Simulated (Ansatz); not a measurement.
Starting cell, Ge (diamond):

```yaml
crystal:
  lattice:
    - [0.00000, 5.76168, 5.76168]
    - [2.88084, 0.00000, 2.88084]
    - [2.88084, 2.88084, 0.00000]
  atoms:
    - { symbol: Ge, position: [0.25000, 0.50000, 0.50000] }
    - { symbol: Ge, position: [0.75000, 0.50000, 0.50000] }
    - { symbol: Ge, position: [0.37500, 0.75000, 0.75000] }
    - { symbol: Ge, position: [0.87500, 0.75000, 0.75000] }
```

A phonon eigenvector at L = (0.5, 0.0, 0.0) is frozen into this cell: atom i moves by Q times the vector below, so Q is the largest atomic displacement, in Å. The cell is held. It is one choice among 2 degenerate patterns. (q is in reciprocal vectors of the primitive cell; the cell shown is doubled to hold the pattern.)

```json
[
 {"atom": "Ge1", "x": "0.285", "y": "-0.520", "z": "0.805"},
 {"atom": "Ge2", "x": "-0.285", "y": "0.520", "z": "-0.805"},
 {"atom": "Ge3", "x": "0.285", "y": "-0.520", "z": "0.805"},
 {"atom": "Ge4", "x": "-0.285", "y": "0.520", "z": "-0.805"}
]
```

Calculation: PBE (plane waves to 420 eV, PAW, scalar-relativistic; Ansatz, a first-principles code). k mesh 7×14×14 (Γ-centred), Fermi-Dirac smearing 0.05 eV. E stands for the smeared free energy. With partly filled bands, energies and forces of such displacements shift with the k mesh and the smearing. Ge was relaxed with its symmetry unable to fall. The zero of ΔE is the undisplaced structure.

| Q (Å) | ΔE (eV/cell) |
|---|---|
| -0.180 | 0.063 |
| -0.120 | 0.028 |
| -0.060 | 0.007 |
| 0.000 | 0.000 |
| 0.060 | 0.007 |
| 0.120 | 0.028 |
| 0.180 | 0.063 |

Problem. Which DFPT wavenumber at L = (0.5, 0.0, 0.0) belongs to this mode?
A) 208 cm⁻¹
B) 264 cm⁻¹
C) 59 cm⁻¹

Solution. C, 59 cm⁻¹. The curvature of the scan gives 59 cm⁻¹

(For displaced atoms, the force is minus the slope of the energy, and its curvature is a force constant, which sets phonon frequencies.)
